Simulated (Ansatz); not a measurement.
W$_{2}$N$_{3}$:
```
W2N3
1.0
    2.89019     0.00000     0.00000
   -1.44510     2.50298     0.00000
    0.00000     0.00000    15.50787
W N
4 6
Cartesian
  1.44510   0.83433   2.41829
  0.00000   1.66865  13.08958
  0.00000   1.66865  10.17222
  1.44510   0.83433   5.33565
  1.44510   0.83433  14.19597
  0.00000   1.66865   1.31190
  0.00000   1.66865   6.44203
  1.44510   0.83433   9.06584
  1.44510   0.83433  11.63090
  0.00000   1.66865   3.87697
```

Relaxed with r²SCAN+D4.

Give the Bader charges and basin volumes of the independent atoms, the program Ansatz at the r²SCAN+D4 level (PAW).



| atom | Bader charge (e) | Bader volume (Å³) |
|---|---|---|
| W1 | +1.93 | 10.7 |
| N5 | -1.16 | 12.6 |
| N9 | -1.54 | 9.4 |

Space group P6_3/mmc. The first step of the workflow began from a Materials Project structure, measured or hypothetical; the Crystallography Open Database copy checked does not list it. Its standing as an ambient phase is unchecked. Symmetry was held in the r²SCAN+D4 relaxation; its stability against distortions is not shown here. No spin polarisation was allowed. Scalar-relativistic: spin–orbit coupling is off unless named, which matters more the heavier the elements.

Potentials: the later of the program's two PAW sets.
